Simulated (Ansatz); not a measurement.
Below is a relaxed structure of SnGe5. The cell was found from a structure generator's guess, not taken from experiment.

Theory: Ansatz 0.2.0, DFT PBE, scalar-relativistic, plane waves, PAW. Cutoff 420 eV, Γ-centred mesh, Gaussian smearing, no spin polarisation.

```xyz
6
Lattice="3.8982 0.0000 0.0000 -1.9491 3.3760 0.0000 0.0000 0.0000 10.1917" Properties=species:S:1:pos:R:3 pbc="T T T"
Sn    0.0000    0.0000   10.1506
Ge    0.0000    2.2506    2.0543
Ge    1.9491    1.1253    3.4263
Ge    0.0000    2.2506    5.0245
Ge    0.0000    0.0000    6.8250
Ge    0.0000    2.2506    8.1902
```

Energies over the elements count from the elements' standard structures at the same level, with no fitted energy shifts. The references include grey tin.

Task: What space group does it have?

Result: P3m1 (No. 156). Conventional cell: a = 3.898 Å, c = 10.192 Å. Sn has 6 Ge at 2.98–3.08 Å and 1 Ge at 3.33 Å; around Ge on its first site lie 3 Ge at 2.64 Å, 1 Ge at 2.97 Å and 3 Sn at 3.08 Å; Ge on its second site is surrounded by 6 Ge at 2.64–2.76 Å; around Ge on its third site lie 7 Ge at 2.76–2.97 Å and 1 Ge at 3.17 Å; 2 more sites not described.

Task: What is its formation energy per atom?

Result: +0.23 eV/atom. It can't be a ground state, since the elements alone are lower.

Task: Is it a metal?

Result: Yes, bands cross the Fermi level on the 12×12×4 mesh.

Task: From what recipe could a structure generator have reached it?

Result: One such recipe: close-packed layers stacked ABCBAB, next cell at A (P3m1, No. 156). Other recipes can lead to the same cell.

The last run used a 12×12×4 mesh (in the run's order of axes) for its 6-atom cell and Gaussian smearing of 0.10 eV. Symmetry constrained the relaxation, so the result can be a saddle point.
